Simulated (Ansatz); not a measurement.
```xyz
2
Lattice="0.0000 2.0050 2.0050 2.0050 0.0000 2.0050 2.0050 2.0050 0.0000" Properties=species:S:1:pos:R:3 pbc="T T T"
Li    0.0000    0.0000    0.0000
F     2.0050    2.0050    2.0050
```

```yaml
orbitals: PBE
datasets: hard PAW set made for 700 eV
k_mesh: 6×6×6
empty_bands: 157
response_cutoff: 180 eV
wave_cutoff: 700 eV
frequencies: plasmon pole, fitted at the program's default frequency
q_→_0_term: analytic weight of Carrier, Rohra and Görling
points_solved: Γ
band_sums: cut at the band count
```

Program: Ansatz. The Kohn-Sham gap (direct at Γ) is 9.19 eV.

(1) What G0W0 gap follows between the same band edges?

## Answers

(1) 13.56 eV, a change of +4.37 eV. The valence edge moves by -2.77 eV (Z = 0.83) and the conduction edge by +1.60 eV (Z = 0.89).

The program doubts some quasiparticle rows away from the edges, which needn't be among those shown. Band sums or response are cut, so the gap isn't at its basis limit.
